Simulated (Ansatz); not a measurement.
CuCl (zinc blende, F-43m), DFT-PBE in the program Ansatz with PAW potentials. The conduction-band minimum lies at Γ, with 1 equivalent valley. Second derivatives d²E/dk² of the lowest band at one valley (eV·Å²), along Cartesian directions:

| direction | d²E/dk² |
|---|---|
| [100] | 34.99 |
| [010] | 34.99 |
| [001] | 34.99 |
| [110] | 34.98 |
| [101] | 34.98 |
| [011] | 34.98 |

**Question.** Find the principal effective masses, the density-of-states mass and the conductivity mass.

**Answer.** Off-diagonal terms follow from H_xy = H[110] − (H_xx + H_yy)/2, and m*/mₑ = 7.620 eV·Å² over each eigenvalue: 0.22, 0.22, 0.22. One valley's DOS mass (m₁m₂m₃)^(1/3) = 0.22, conductivity mass 3/(Σ 1/mᵢ) = 0.22 mₑ.

**Question.** What effective density of states Nc follows at 300 K for parabolic valleys?

**Answer.** Nc = 2.509e19 × 1 × (0.22)^(3/2) ≈ 2.6e18 cm⁻³.

The PBE relaxation kept the symmetry of its start. The run is not spin-polarised.

Potentials: the later of the program's two PAW sets.

Edges and masses are those of Kohn–Sham bands, whose gap is no quasiparticle gap.
